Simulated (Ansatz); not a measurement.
PbS:
```yaml
crystal:
  lattice:
    - [4.24969, 0.00000, 0.00000]
    - [0.00000, 6.00504, 0.00000]
    - [0.00000, 0.00000, 4.24971]
  atoms:
    - { symbol: Pb, position: [0.50000, 0.50000, 0.24995] }
    - { symbol: Pb, position: [0.00000, 0.00000, 0.75005] }
    - { symbol: S, position: [0.00000, 0.50000, 0.75007] }
    - { symbol: S, position: [0.50000, 0.00000, 0.24993] }
```

Relaxed with PBE.

Map the electron localisation function on the plane through (0.500, 0.500, 0.250) spanned by u = [0, 1, 0] and v = [1, 0, 1] in lattice vectors, from PBE in the plane-wave PAW code Ansatz.

x is the fraction of u, y of v (the angle between them is 90°; rows are the nearest grid lines); atoms in the plane: Pb at (0.00, 0.00), Pb at (0.50, 0.50), S at (0.00, 0.50), S at (0.50, 1.00).
```
|   :==-:-#@@@=   =@@@#-:-==:   |
|   -==-:-#@@@*. .*@@@#-:-==-   |
|:-=+=-:.:*%@@@@@@@@@%*:.:-=+=-:|
|==+==-:.:=#%@@@@@@@%#=:.:-==+==|
|===--:...-+#%@@@@@%#+-...:--===|
|:::...    .::-----::.    ...:::|
|---::.    ...:::::...    .::---|
|##**=-.   .:::---:::.   .-=**##|
|@@@%#+-...:--=====--:...-+#%@@@|
|@@@@@%*:.:-=+=-:-=+=-:.:*%@@@@@|
|=*%@@@*-::=+=:   :=+=::-*@@@%*=|
| .*@@@#-:-==-     -==-:-#@@@*. |
| .*@@@#-:-==-     -==-:-#@@@*. |
|=*%@@@*-::=+=:   :=+=::-*@@@%*=|
|@@@@@%*:.:-=+=-:-=+=-:.:*%@@@@@|
|@@@%#+-...:--=====--:...-+#%@@@|
|##**=-.   .:::---:::.   .-=**##|
|---::.    ...:::::...    .::---|
|:::...    .::-----::.    ...:::|
|===--:...-+#%@@@@@%#+-...:--===|
|==+==-:.:=#%@@@@@@@%#=:.:-==+==|
|:-=+=-:.:*%@@@@@@@@@%*:.:-=+=-:|
|   -==-:-#@@@*. .*@@@#-:-==-   |
|   :==-:-#@@@=   =@@@#-:-==:   |
```
Scale: ten equal steps from 0.003 (start of ' ') to 0.864 (end of '@'), in the order ' .:-=+*#%@'; x runs from 0.000 to 1.00, y from 0.000 (bottom) to 1.00 (top).

The density is the valence pseudo-density with augmentation charge, so density and ELF within about 1 Å of a nucleus are not all-electron values.

Space group Fm-3m (rock salt). The PBE relaxation kept the symmetry of its start. Spin–orbit coupling is left out wherever it is not named.

Potentials: the later of the program's two PAW sets.
